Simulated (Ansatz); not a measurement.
Relaxed candidate structures of TiPd:

A. Pmmm (No. 47), oP4; a = 2.6396 Å, b = 4.9848 Å, c = 6.8563 Å, α = 90.00°, β = 90.00°, γ = 90.00°; Pd 1a (0.000, 0.000, 0.000); Pd 1e (0.000, 0.500, 0.000); Ti 2t (0.500, 0.500, 0.313)

B. P6₃/mmc (No. 194), hP4, NiAs type; a = b = 3.869 Å, c = 5.330 Å, α = β = 90.00°, γ = 120.00°; Pd 2a (0.000, 0.000, 0.000); Ti 2c (0.333, 0.667, 0.250)

C. Pmma (No. 51), oP4, AFLOW prototype AB_oP4_51_e_f (B19, as in CdAu); a = 4.5299 Å, b = 2.7561 Å, c = 4.8357 Å, α = β = γ = 90.00°; Ti 2e (0.250, 0.000, 0.701); Pd 2f (0.250, 0.500, 0.186)

D. Pmmn, origin choice 1 (No. 59), oP4; a = 2.802 Å, b = 4.544 Å, c = 4.798 Å, α = 90.00°, β = 90.00°, γ = 90.00°; Pd 2b (0.000, 0.500, 0.110); Ti 2a (0.000, 0.000, 0.383)

E. P6/mmm (No. 191), hP4; a = b = 4.229 Å, c = 5.003 Å, α = β = 90.00°, γ = 120.00°; Pd 2e (0.000, 0.000, 0.241); Ti 2d (0.333, 0.667, 0.500)

### Question
Put the candidates in order of energy per atom, lowest first, for PBEsol (plane waves to 420 eV, PAW, scalar-relativistic; Ansatz, an electronic-structure program).

### Answer
C (reference), D (+0.17 eV/atom), B (+0.38 eV/atom), E (+1.09 eV/atom), A (+1.45 eV/atom)

1 run with a doubtful electronic state, a coarser numerical grid, an end not at rest or a source that can't be used is left out. Each run could gain symmetry but not lose that of its start, so entries can be saddle points. From databases, or of a type measured for this composition: Pmma, oP4, AFLOW prototype AB_oP4_51_e_f (B19, as in CdAu); the others are generated cells (placed on structure types, drawn at random, substituted or restacked) that were not matched to a known phase here. The real structure of this composition may not be among these. Static energies at zero pressure. The runs use different k-meshes, so differences are rounded accordingly. No spin polarisation in the result.
